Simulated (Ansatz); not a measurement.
**LaAg, one cell by several methods**

```xyz
2
Lattice="3.7600 0.0000 0.0000 0.0000 3.7600 0.0000 0.0000 0.0000 3.7600" Properties=species:S:1:pos:R:3 pbc="T T T"
La    1.8800    1.8800    1.8800
Ag    0.0000    0.0000    0.0000
```

Atom numbers follow the list: La1, Ag2.

The cell is COD entry 9008798, as deposited and not checked against the literature; nothing was relaxed.

No spin–orbit coupling, which matters for the heavy atoms here.

Methods: DFT, PBEsol, PAW with Ansatz's default frozen-core files, scalar-relativistic (Ansatz 0.2.0); DFT, PBEsol, all-electron PAW with datasets made for the crystal, scalar-relativistic (Ansatz 0.2.0); DFT, PBEsol, all-electron LAPW, scalar-relativistic (Ansatz 0.2.0).

For PAW: a Γ-centred 9×9×9 k mesh, Fermi–Dirac smearing of 0.08 eV, cutoff 420 eV, no spin polarisation; the PAW files were made with PBE, and the program remakes their frozen cores for this functional. The crystal-made all-electron datasets (AE datasets) take a cutoff of 260 eV at this cell. LAPW targets a basis error of 0.25 meV/atom. The Ansatz runs share mesh, smearing and spin set-up. Plane-wave (PAW) pressures include the program's estimate of the Pulay term.

Stress and pressure are positive in compression.

Levels count from the Fermi level.

| quantity | PAW | AE datasets | LAPW |
| --- | --- | --- | --- |
| pressure (GPa) | -0.29 | -0.28 | -0.28 |
| highest filled level at M (eV) | -2.618 | -2.618 | -2.618 |
| lowest empty level at M (eV) | ? | 0.901 | 0.901 |
| highest filled level at X (eV) | -0.126 | -0.127 | -0.127 |
| lowest empty level at X (eV) | 1.401 | 1.399 | 1.399 |

Problem. Give the missing entry: row "lowest empty level at M (eV)", column "PAW".

Solution. 0.893.
